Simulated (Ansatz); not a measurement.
Consider the following.

MoRh:
Space group P-6m2 (No. 187); a = b = 2.7434 Å, c = 4.3888 Å, α = β = 90.00°, γ = 120.00°

```csv
atom,site,symmetry,x,y,z
Mo,1b,-6m2,0.0000,0.0000,0.5000
Rh,1c,-6m2,0.3333,0.6667,0.0000
```

This is the PBEsol-relaxed structure.

Q: All from PBEsol in the plane-wave PAW code Ansatz, unless another level is named. Give the density of states at the Fermi level.

A: 0.88 states/eV per atom (mean over ±0.08 eV).

Q: Next, the formation energy from the elements (no fitted shifts)?

A: -0.12 eV/atom.

The workflow started from a Materials Project entry (that database holds measured and hypothetical structures alike); the Crystallography Open Database copy checked does not list it. With Mo and Rh taken as one species the cell has the higher symmetry P6_3/mmc, so it may be an ordered model of a mixed-site phase. Whether it is the stable phase at ambient conditions was not checked. Symmetry was held in the PBEsol relaxation; its stability against distortions is not shown here. No spin polarisation was allowed. Axis ratios of metals converge slowly with the k-mesh, so a and c are less sure than the volume. The references are the lowest solids computed at this level, not always the standard phases. Spin–orbit coupling is left out wherever it is not named.

Potentials: the later of the program's two PAW sets.
